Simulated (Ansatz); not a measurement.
ZrGe:
```xyz
2
Lattice="3.1997 0.0000 0.0000 -1.5998 2.7710 0.0000 0.0000 0.0000 4.4605" Properties=species:S:1:pos:R:3 pbc="T T T"
Zr     0.0000     0.0000     0.0000
Ge     1.5998     0.9237     2.2302
```

Relaxed with PBE. Special points in fractions of this cell's reciprocal vectors: Γ (0.000, 0.000, 0.000); M (0.500, 0.000, 0.000); K (0.333, 0.333, 0.000); A (0.000, 0.000, 0.500); L (0.500, 0.000, 0.500); H (0.333, 0.333, 0.500).

### Question
List the band energies nearest the Fermi level at these points for PBE (plane waves, PAW; program Ansatz).

### Answer
In eV from the Fermi level; about four levels below and three above (degenerate sets whole), none deeper than 8.9 eV; points with the same levels are listed once.

```tsv
k	below	above
Γ	-2.43 -1.58	0.92 0.92 3.34 3.34
M	-7.31 -4.56 -2.65 -1.44	2.37 3.03 4.32
K	-6.60 -3.41 -2.62 -2.11	0.00 1.63 1.93
A	-5.39 -0.13	1.25 1.25 2.59 2.59
L	-7.58 -3.69 -2.84	0.16 0.48 1.80
H	-7.02 -3.48 -1.88 -1.74	0.17 2.03 3.77
```

Space group P-6m2. The cell is a constructed one: a structure type filled with these elements; neither database checked (COD, Materials Project) lists it. Its standing as an ambient phase is unchecked. The PBE relaxation kept the symmetry of its start; its stability against distortions is not shown here. No spin polarisation was allowed. Spin–orbit coupling is left out wherever it is not named.

Potentials: the later of the program's two PAW sets.
